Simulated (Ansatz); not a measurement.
Single point in Ansatz 0.2.0 with r2SCAN, no spin polarisation. Cutoff 500 eV, PAW datasets, 5×5×4 Γ-centred k mesh, fermi-dirac filling (width 0.0212 eV). The cell carries a charge of -2 e on a uniform background.

Computed maps in the lattice plane spanned by a (left to right, 6.13 Å, 19 points from zero) and b (bottom to top, 6.13 Å, 19 points from zero), 120° apart, at height 0.330 along c. The fields are smooth PAW ones with compensation charges, not the true ones near nuclei.

Valence density. Digits on a logarithmic scale: 0 up to 0.03 e/Å³, each further digit a factor of 1.6, 9 from 1.3 e/Å³ up:
```
3333443221223443333
4322222333322222344
5321124666421123555
6421358998531246787
6422589998522469999
6324899998423699999
4236999996324799997
3236999963235899985
2136888631235899853
2234554322346787643
3222322233467887643
4321123455679997655
6421246788789987887
6422469999889889999
6323699999777799999
5335799998666899997
4345899985445899985
3345799753335799754
3345666432234666543
```

ELF. Ten even steps from '0' (0.02) to '9' (0.87):
```
0002442000002442000
0000000011000000001
4200003787300002455
7400069999600047898
8400699999600489999
8203998899302898489
5007998997005994499
1018999981016887886
0017999710013677631
0003663000013454310
1000000011136776311
5200002563368886336
8400048986478874689
8400489987578757899
7202798477466477489
4004894486333684498
0005998983113898995
0015899961016999851
0004788510015887400
```

Question: The cell is K3LuSe2O8. Which atoms lie within 0.2 Å of this plane, and where (fractions of a and b)?

Answer: O at (0.35, 0.17), O at (0.83, 0.17), O at (0.83, 0.65). The whole cell:
```xyz
14
Lattice="6.1316 0.0000 0.0000 -3.0658 5.3101 0.0000 0.0000 0.0000 7.9360" Properties=species:S:1:pos:R:3 pbc="T T T"
Lu    0.0000    0.0000    3.9680
O     3.0661    1.7699    0.2857
O    -0.0003    3.5403    7.6503
Se    3.0661    1.7699    2.0165
Se   -0.0003    3.5403    5.9195
K     0.0000    0.0000    0.0000
O     1.6025    0.9256    2.6173
O     4.5288    0.9250    2.6173
O     3.0661    3.4596    2.6173
O     0.0003    1.8506    5.3187
O    -1.4633    4.3846    5.3187
O     1.4630    4.3851    5.3187
K     3.0661    1.7699    5.6012
K    -0.0003    3.5403    2.3348
```

Origin: a known structure type with other elements, at an estimated volume, so it need not be a known compound. Caveats: atoms or cell far from equilibrium; charged cell with a uniform background.
